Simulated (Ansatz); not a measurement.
CoSn₂:
Space group I4/mcm (No. 140); a = 6.306 Å, b = 6.306 Å, c = 5.436 Å, α = 90.00°, β = 90.00°, γ = 90.00°

| atom | site | symmetry | x | y | z |
|---|---|---|---|---|---|
| Co | 4a | 422 | 0.0000 | 0.0000 | 0.2500 |
| Sn | 8h | m.2m | 0.3333 | 0.1667 | 0.0000 |
(The calculation used a cell of 6 atoms; values per cell refer to that cell.)

Relaxed at zero pressure with r²SCAN (plane waves, PAW; program Ansatz).

Problem. The volume is lowered by 6 % and shape and atoms relax at that volume. What pressure results, and how do the axes share the change?

Solution. 8.4 GPa; a -2.0 %, b -2.0 %, c -2.2 %; the energy rises by 27 meV/atom.

Problem. Give the new structure.

Solution. 
Space group I4/mcm (No. 140); a = b = 6.182 Å, c = 5.316 Å, α = β = γ = 90.00°

| atom | site | symmetry | x | y | z |
|---|---|---|---|---|---|
| Co | 4a | 422 | 0.0000 | 0.0000 | 0.2500 |
| Sn | 8h | m.2m | 0.3339 | 0.1661 | 0.0000 |

The phase is kept; no other phase was compared at this pressure.

The first step of the workflow began from a Materials Project structure, measured or hypothetical; the Crystallography Open Database files this formula in space group No. 140, but the cells were not matched. Its standing as an ambient phase is unchecked. Symmetry was held in the r²SCAN relaxation; its stability against distortions is not shown here. The run is not spin-polarised. Axis ratios of metals converge slowly with the k-mesh, so a and c are less sure than the volume. Spin–orbit coupling is left out wherever it is not named.

Potentials: the later of the program's two PAW sets.
